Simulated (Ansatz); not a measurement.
**Question.** Each is relaxed and computed with r²SCAN in the plane-wave PAW code Ansatz. Which is the only one with a gap?
A) InP, P6_222 (In on 3c, P on 3d)
B) Sc2InC, P6_3/mmc (Sc on 4f, In on 2d, C on 2a)
C) GaP, P4_2/mmc (Ga on 2c, P on 2e)
D) InSb, Pmmn (In on 2a, Sb on 2b)

**Answer.** A, InP, P6_222 (In on 3c, P on 3d). InP: gap 0.42 eV; GaP: metal; Sc2InC: metal; InSb: metal. Constructed cells (a structure type filled with these elements, in neither database checked): GaP, P4_2/mmc (Ga on 2c, P on 2e). Typed or built starts, not in the databases checked: InP, P6_222 (In on 3c, P on 3d). Not the usual ambient phase: InP, P6_222 (In on 3c, P on 3d); GaP, P4_2/mmc (Ga on 2c, P on 2e); InSb, Pmmn (In on 2a, Sb on 2b). Standing as an ambient phase not checked: Sc2InC, P6_3/mmc (Sc on 4f, In on 2d, C on 2a). All cells were relaxed under the symmetry of their starts (and spin orders); stability against distortions was not tested throughout. Rows with no word on spin ran without spin polarisation. Scalar-relativistic: spin–orbit coupling is off unless named, which matters more the heavier the elements.

Potentials: the later of the program's two PAW sets.
